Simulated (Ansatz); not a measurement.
**Phonons of HfOs in the CsCl-type structure**

Method: PBEsol, scalar-relativistic; no spin polarisation; PAW, 420 eV, Gaussian smearing of 0.15 eV; code Ansatz; PAW files: Ansatz's generated set soft_2.

```
Hf Os
1.0
     3.22185    0.00000    0.00000
     0.00000    3.22185    0.00000
     0.00000    0.00000    3.22185
Hf Os
1 1
Direct
  0.00000 0.00000 0.00000
  0.50000 0.50000 0.50000
```

The start was a prototype's sites filled with these elements; the Crystallography Open Database holds the compound in this structure.

Force constants come from finite displacements in a 3×3×3 supercell (the unit cell's 12×12×12 k-mesh, folded to it); the long-range dipole term is not included. Points in reciprocal vectors of this cell: Γ = (0.000, 0.000, 0.000), X = (0.000, 0.500, 0.000), M = (0.500, 0.500, 0.000), R = (0.500, 0.500, 0.500).

Problem. Is the structure dynamically stable along this path, and where does the spectrum end?

Solution. Yes: no branch is imaginary beyond numerical noise. The highest frequency is 223 cm⁻¹, at X. Points that don't fit the supercell are interpolated.

Frequencies at the named points (cm⁻¹, imaginary ones negative):
```tsv
point	ω (cm⁻¹)
Γ	0 0 0 159 159 159
X	109 109 135 135 169 223
M	121 130 130 141 185 185
R	170 170 170 172 172 172
```

Problem. What does the harmonic approximation give for the vibrational free energy, entropy and heat capacity?

Solution. Zero-point energy 27.1 meV/atom.
```
T (K)  F_vib (meV/atom)  S (J/K per mole of atoms)  C_V (J/K per mole of atoms)
  100              23.1                       11.6                         17.4
  200               3.2                       25.8                         22.7
  300             -28.8                       35.3                         23.9
  400             -69.1                       42.2                         24.3
  500            -115.7                       47.7                         24.6
  600            -167.5                       52.1                         24.7
  700            -223.6                       56.0                         24.7
  800            -283.3                       59.3                         24.8
  900            -346.3                       62.2                         24.8
 1000            -412.1                       64.8                         24.8
```

The highest mode, 223 cm⁻¹, is worth 320 K. At 300 K the heat capacity has reached 96 % of the classical limit 3R = 24.9 J/K per mole of atoms: a mode at k_BT already holds 92 % of its classical share, and one at 1.5 k_BT 83 %.

The crystal is a metal or nearly so; low and unstable modes depend on mesh and smearing.

It ran for 19 min on 4 threads of Intel(R) Xeon(R) 6975P-C (Granite Rapids), with other jobs on the host, peak memory 7.8 GiB.

For elements this heavy, spin–orbit coupling would shift levels and gaps; it isn't included here.
